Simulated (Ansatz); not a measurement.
CaF2 (fluorite)

```xyz
3
Lattice="0.0000 2.7196 2.7196 2.7196 0.0000 2.7196 2.7196 2.7196 0.0000" Properties=species:S:1:pos:R:3 pbc="T T T"
Ca     0.0000     0.0000     0.0000
F      1.3598     1.3598     1.3598
F      4.0794     4.0794     4.0794
```

This relaxed cell (volume V₀) is scaled evenly in all directions, its shape held. Symmetry pins the atoms to their sites.

These are r2SCAN (plane waves to 500 eV, PAW, scalar-relativistic; Ansatz, a first-principles code) values and carry that method's errors. k mesh 11×11×11 (Γ-centred), Fermi-Dirac smearing 0.05 eV. Energies are smeared free energies. Stress and pressure are positive under compression. CaF2 was relaxed with its symmetry unable to fall. ΔE is measured from the relaxed starting cell.

| V (Å³/atom) | ΔE (meV/atom) |
|---|---|
| 11.264 | 132.0 |
| 11.801 | 68.2 |
| 12.337 | 27.9 |
| 12.873 | 6.5 |
| 13.410 | 0.0 |
| 13.946 | 5.6 |
| 14.483 | 20.8 |
| 15.019 | 43.8 |
| 15.555 | withheld |

Problem. Fit a third-order Birch-Murnaghan form (E₀, V₀, B₀, B₀′ free) to the given rows and predict ΔE at V = 15.555.

Solution. Least squares on the 8 given rows: ΔE = E₀ + (9V₀B₀/16)·y²·[2 + (B₀′ − 4)y], y = (V₀/V)^(2/3) − 1, with V₀ = 13.410 Å³/atom, B₀ = 89.48 GPa (160.2 GPa = 1 eV/Å³; the term in eV is multiplied by 1000), B₀′ = 4.50, E₀ = 0.01 meV/atom; root-mean-square residual 0.03 meV/atom. At 15.555 the fit gives 73.0 meV/atom; the calculation gives 73.0 meV/atom, the same to the digits shown. For the pressure the fit gives -9.5 GPa against the computed -9.5 GPa.

(A scan under strain: stresses follow from slopes of the energy per volume, elastic moduli from its curvatures.)
